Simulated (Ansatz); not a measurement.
Elastic constants of HgPd (P4/mmm), step by step

```
CELL_PARAMETERS angstrom
2.97971 0.00000 0.00000
0.00000 2.97971 0.00000
0.00000 0.00000 3.70194
ATOMIC_POSITIONS crystal
Hg 0.00000 0.00000 0.00000
Pd 0.50000 0.50000 0.50000
```

Conventional cell: a = 2.980 Å, b = 2.980 Å, c = 3.702 Å, α = 90.00°, β = 90.00°, γ = 90.00°. Hg (atom 1) is surrounded by 8 Pd at 2.80 Å and 4 Hg at 2.98 Å. Around Pd (atom 2) lie 8 Hg at 2.80 Å and 4 Pd at 2.98 Å.

Unless marked otherwise, the numbers come from LDA, PAW on Ansatz 0.2.0's default frozen-core files (fitted under PBE), scalar-relativistic. k mesh 14×14×12, strains of ±0.003, Fermi-Dirac smearing of 0.050 eV, cutoff 420 eV. The cell was relaxed by PAW under this functional.

The cell is tetragonal and carries a residual pressure of 0.01 GPa at this level. Each strain component that symmetry leaves independent is applied at ±0.003, the ions relax wherever a strain frees them, and the stress (tension positive, GPa) is read. Shears are engineering strains, γ = 2ε.

| strain | size | σxx | σyy | σzz | σyz | σxz | σxy |
| --- | --- | --- | --- | --- | --- | --- | --- |
| xx | -0.003 | -0.6813 | -0.3796 | -0.4672 | 0.0000 | 0.0000 | 0.0000 |
| xx | +0.003 | 0.6502 | 0.3656 | 0.4357 | 0.0000 | 0.0000 | 0.0000 |
| zz | -0.003 | -0.4619 | -0.4619 | -0.6066 | 0.0000 | 0.0000 | 0.0000 |
| zz | +0.003 | 0.4409 | 0.4409 | 0.5760 | 0.0000 | 0.0000 | 0.0000 |
| yz | -0.003 | -0.0061 | -0.0050 | -0.0160 | -0.2156 | 0.0000 | 0.0000 |
| yz | +0.003 | -0.0061 | -0.0050 | -0.0160 | 0.2156 | 0.0000 | 0.0000 |
| xy | -0.003 | -0.0049 | -0.0049 | -0.0159 | 0.0000 | 0.0000 | -0.1342 |
| xy | +0.003 | -0.0049 | -0.0049 | -0.0159 | 0.0000 | 0.0000 | 0.1342 |

A central difference gives one constant, for example C11 ≈ (0.6502 − (-0.6813))/(0.006) = 221.9 GPa; the program then imposes the crystal's symmetry on the whole matrix.

Question: What are the independent elastic constants?

Answer: C11 = 221.9, C12 = 124.2, C13 = 150.5, C33 = 197.1, C44 = 71.9, C66 = 44.7 GPa.

Question: Is the crystal stable against homogeneous strain?

Answer: The least eigenvalue of the 6×6 matrix is 44.7 GPa, so yes.

Question: What moduli does a random aggregate of grains have?

Answer: Voigt and Reuss bounds: B from 165.7 to 165.7 and G from 43.9 to 52.1 GPa; their means are B = 165.7 and G = 48.0 GPa. Then E = 9BG/(3B + G) = 131.2 GPa, ν = (3B − 2G)/(6B + 2G) = 0.368 and B/G = 3.45, on the ductile side of Pugh's 1.75 (a rule of thumb).

Question: With the density of 15.510 g/cm³, how fast does sound travel, and what Debye temperature follows?

Answer: 

| direction | slow (m/s) | middle (m/s) | fast (m/s) |
| --- | --- | --- | --- |
| x | 1698 | 2153 | 3783 |
| y | 1698 | 2153 | 3783 |
| z | 2153 | 2153 | 3565 |

The mean of v⁻³ over directions and branches gives v_m = 1968 m/s and θ_D = (ħ/k_B) v_m (6π²n)^(1/3) = 230 K, n being atoms per volume. Young's modulus spans 66 to 167 GPa over directions, and the universal anisotropy index is 0.94.

Question: How do the constants change if the ions are clamped to the homogeneous strain?

Answer: None moves by more than 0.3 GPa: by symmetry a homogeneous strain puts no force on these sites.

Caveats: frozen-core PAW files fitted under PBE, their cores solved anew for the functional of the run; responses of metals move with mesh and smearing; no spin-orbit coupling on heavy atoms; the softest shear constant rests on one k mesh, and a soft shear can herald a distortion on cooling; elastic stability says nothing of phonons or of other phases.
